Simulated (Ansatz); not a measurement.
Given:

SnPd$_{3}$:
```yaml
crystal:
  lattice:
    - [3.93837, 0.00000, 0.00000]
    - [0.00000, 3.93837, 0.00000]
    - [0.00000, 0.00000, 3.93837]
  atoms:
    - { symbol: Sn, position: [0.00000, 0.00000, 0.00000] }
    - { symbol: Pd, position: [0.00000, 0.50000, 0.50000] }
    - { symbol: Pd, position: [0.50000, 0.00000, 0.50000] }
    - { symbol: Pd, position: [0.50000, 0.50000, 0.00000] }
```

This is the LDA-relaxed structure.

### Question
All from the program Ansatz at the LDA level (PAW), unless another level is named. Estimate the Hill bulk and shear moduli.

### Answer
196 and 71.8 GPa.

### Question
Next, the highest zone-centre frequency?

### Answer
214 cm⁻¹.

Space group Pm-3m (Cu3Au type). The first step of the workflow began from a Materials Project structure, measured or hypothetical; the Crystallography Open Database files this formula in space group No. 221, but the cells were not matched. Whether it is the stable phase at ambient conditions was not checked. The cell was relaxed with LDA under the symmetry of its start; of distortions, only those at the zone centre were tested. No spin polarisation was allowed. As this level gives no gap, shear constants depend on the k-mesh and smearing (Fermi–Dirac, 0.1 eV here). As this level gives no gap, phonon frequencies hold no LO–TO term and depend on the k-mesh and smearing (Fermi–Dirac, 0.1 eV here). Scalar-relativistic: spin–orbit coupling is off unless named, which matters more the heavier the elements.

Potentials: the later of the program's two PAW sets.
